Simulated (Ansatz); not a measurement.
## Vacancy on the Ti site of Ti3Al

Level of theory: DFT, PBE, scalar-relativistic, no spin polarisation; plane waves to 420 eV with PAW datasets (Ansatz 0.2.0), 3×3×2 k-mesh, Gaussian smearing of 0.05 eV. The datasets are Ansatz's generated set soft_2.

The chain of runs began from a cell as deposited in COD, expanded in volume. Of that entry: the entry's cell lengths or inner coordinates differ somewhat from later room-temperature determinations.

One Ti atom is removed from a 1×1×2 supercell (16 sites) at the volume of the relaxed crystal; the cell stays neutral and its atoms are relaxed. The perfect supercell:

```yaml
crystal:
  lattice:
    - [5.75757, 0.00000, 0.00000]
    - [-2.87879, 4.98620, 0.00000]
    - [0.00000, 0.00000, 9.30308]
  atoms:
    - { symbol: Ti, position: [0.83014, 0.16986, 0.12500] }
    - { symbol: Ti, position: [0.66028, 0.83014, 0.37500] }
    - { symbol: Ti, position: [0.83014, 0.66028, 0.12500] }
    - { symbol: Ti, position: [0.16986, 0.83014, 0.37500] }
    - { symbol: Ti, position: [0.33972, 0.16986, 0.12500] }
    - { symbol: Ti, position: [0.16986, 0.33972, 0.37500] }
    - { symbol: Al, position: [0.33333, 0.66667, 0.12500] }
    - { symbol: Al, position: [0.66667, 0.33333, 0.37500] }
    - { symbol: Ti, position: [0.83014, 0.16986, 0.62500] }
    - { symbol: Ti, position: [0.66028, 0.83014, 0.87500] }
    - { symbol: Ti, position: [0.83014, 0.66028, 0.62500] }
    - { symbol: Ti, position: [0.16986, 0.83014, 0.87500] }
    - { symbol: Ti, position: [0.33972, 0.16986, 0.62500] }
    - { symbol: Ti, position: [0.16986, 0.33972, 0.87500] }
    - { symbol: Al, position: [0.33333, 0.66667, 0.62500] }
    - { symbol: Al, position: [0.66667, 0.33333, 0.87500] }
```

Task: What does it cost to form the vacancy, with the atom put into elemental Ti in its standard state?

Result: 2.31 eV. So small a cell and so coarse a mesh can leave errors of tenths of an eV, and no corrections are included. The vacancy's nearest images are 5.8 Å away.

The relaxed cell with the vacancy (pressure -1.9 GPa against 0.1 GPa without it; gap zero (metallic) against zero (metallic)):

```
CELL_PARAMETERS angstrom
5.75757 0.00000 0.00000
-2.87879 4.98620 0.00000
0.00000 0.00000 9.30308
ATOMIC_POSITIONS crystal
Ti 0.83297 0.16703 0.12781
Ti 0.66327 0.82470 0.37500
Ti 0.83162 0.65833 0.12166
Ti 0.16795 0.83205 0.37500
Ti 0.34167 0.16838 0.12166
Ti 0.17530 0.33673 0.37500
Al 0.33556 0.66444 0.12602
Al 0.66830 0.33170 0.37500
Ti 0.83297 0.16703 0.62219
Ti 0.65686 0.84968 0.87500
Ti 0.83162 0.65833 0.62834
Ti 0.34167 0.16838 0.62834
Ti 0.15032 0.34314 0.87500
Al 0.33556 0.66444 0.62398
Al 0.66450 0.33550 0.87500
```

A hop into the vacancy was tried too, but its band gave no sound barrier (unconverged, held by symmetry or too near the vacancy's images), so it is left out.

The k-mesh is coarse, so small energy differences aren't converged.
